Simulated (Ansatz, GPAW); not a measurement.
This is a calculation of Ta3Cu for GPAW 26.7.0 (ASE script). The cell comes from a database or a generator and needn't be the stable form of this composition.

The input run.py:

```python
from ase import Atoms
from ase.dft.bandgap import bandgap
from ase.io import write
from ase.units import Bohr, GPa
from gpaw import GPAW, PW, setup_paths
from gpaw.elf import elf_from_dft_calculation

setup_paths.insert(0, '.')

atoms = Atoms(['Ta', 'Ta', 'Ta', 'Cu'],
              cell=[[-2.006507, 2.006507, 4.20817],
                    [2.006507, -2.006507, 4.20817],
                    [2.006507, 2.006507, -4.20817]],
              scaled_positions=[[0.5, 0.5, 0.0],
                                [0.25, 0.75, 0.5],
                                [0.75, 0.25, 0.5],
                                [0.0, 0.0, 0.0]],
              pbc=True)

calc = GPAW(mode=PW(600),
            xc='PBEsol',
            kpts={'size': (9, 9, 9), 'gamma': True},
            occupations={'name': 'fermi-dirac', 'width': 0.05},
            nbands=46,
            convergence={'density': 1e-05, 'energy': 1e-05},
            maxiter=150,
            txt='gpaw.txt')
atoms.calc = calc
energy = atoms.get_potential_energy()
forces = atoms.get_forces()
stress = atoms.get_stress()
calc.write('gs.gpw')
write('result.traj', atoms)
print(f'Energy: {energy:.6f} eV')
print('Forces (eV/A):')
print(forces.round(4))
print('Stress (GPa):', (stress / GPa).round(3))
print('Fermi level:', round(calc.get_fermi_level(), 4), 'eV')
print(f'Gap: {bandgap(calc)[0]:.4f} eV, direct: {bandgap(calc, direct=True)[0]:.4f} eV')

# fields on the real-space grid
write('density.cube', atoms, data=calc.get_pseudo_density() * Bohr**3)
write('potential.cube', atoms, data=calc.get_electrostatic_potential())
write('elf.cube', atoms, data=elf_from_dft_calculation(calc).data)
```

Potentials or basis: PAW data sets generated in the run's folder for this functional, pw.

Launch:

```console
$ gpaw-setup -f PBEsol Cu Ta
$ OMP_NUM_THREADS=1 python run.py
```

Problem. What does the same run look like in Ansatz 0.2.0? Potentials or basis there: Ansatz PAW, cutoff 420 eV.

Solution. As run (cutoffs and basis follow the program's own potentials, and thresholds, step limits or extra output files can differ):

File input.yaml:

```yaml
crystal:
  lattice:
    - [-2.006507, 2.006507, 4.20817]
    - [2.006507, -2.006507, 4.20817]
    - [2.006507, 2.006507, -4.20817]
  atoms:
    - { symbol: Ta, position: [0.5, 0.5, 0.0] }
    - { symbol: Ta, position: [0.25, 0.75, 0.5] }
    - { symbol: Ta, position: [0.75, 0.25, 0.5] }
    - { symbol: Cu, position: [0.0, 0.0, 0.0] }
hamiltonian:
  xc: pbesol
  pseudopotentials: { kind: paw }
kpoints:
  mp_grid: { grid: [9, 9, 9] }
scf:
  occupations: { method: fermi_dirac, width: 0.05 }
output:
  forces: true
  stress: true
  eigenvalues: true
```

Potentials or basis: Ansatz PAW.

Run with:

```bash
$ ansatz run input.yaml --threads 1 --pin off --max-ram 3584MiB --backend cpu --events-out ev --progress --plain --runs-dir out
```

Both were run:

|  | GPAW | Ansatz |
| --- | --- | --- |
| Pressure | -5.8 GPa | -6.3 GPa |

Ansatz's pressure holds a Pulay term of +0.06 GPa for its cutoff of 420 eV, which the other run lacks.

The potentials hold 50 and 58 valence electrons a cell.

Ansatz's potentials were made for PBE.

Where Ansatz's input types no cutoff or centring, it takes its own default and a Γ-centred mesh.

Pressure is positive in compression.
